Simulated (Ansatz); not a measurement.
Cu Kα1 powder pattern (kinematic, no thermal factors).
```tsv
2θ (°)	relative intensity
15.62	100
18.93	94
20.97	3
26.26	49
28.40	98
29.30	25
31.54	8
34.86	2
36.31	16
38.19	53
38.41	24
41.04	86
42.69	45
43.59	1
44.16	38
45.73	12
47.08	14
47.72	22
48.85	4
52.62	11
52.66	3
53.03	34
54.03	3
54.06	4
58.62	10
58.76	12
59.13	4
59.82	6
60.78	26
63.46	4
64.12	14
65.86	5
65.93	17
68.47	2
69.53	6
69.95	2
71.22	3
72.60	1
73.62	8
73.99	2
75.16	8
75.64	4
75.81	3
76.25	6
77.03	12
77.11	25
79.20	7
79.69	3
80.60	8
81.72	5
81.74	2
85.56	6
85.61	3
85.90	8
86.09	11
89.02	10
```

The pattern is computed from a structure relaxed with Ansatz 0.2.0, DFT PBE, scalar-relativistic, plane waves, PAW. No spin polarisation. Its elements are Al, Li, O.

Q: Give the structure.

A: LiAl4O.
Space group Cmmm (No. 65). a = 5.143 Å, b = 11.337 Å, c = 4.233 Å, α = 90.00°, β = 90.00°, γ = 90.00°
| atom | site | symmetry | x | y | z |
| --- | --- | --- | --- | --- | --- |
| Li | 2d | mmm | 0.0000 | 0.0000 | 0.5000 |
| Al | 4i | m2m | 0.5000 | 0.1525 | 0.0000 |
| Al | 4f | ..2/m | 0.2500 | 0.2500 | 0.5000 |
| O | 2b | mmm | 0.5000 | 0.0000 | 0.0000 |

A pattern alone doesn't exclude other cells with like lines; this is the one computed.

Another cell of LiAl4O relaxed alike, in P3m1, lies 217 meV/atom lower, so this cell isn't the stable form at this level.

The cell was found from a structure generator's guess, not taken from experiment.
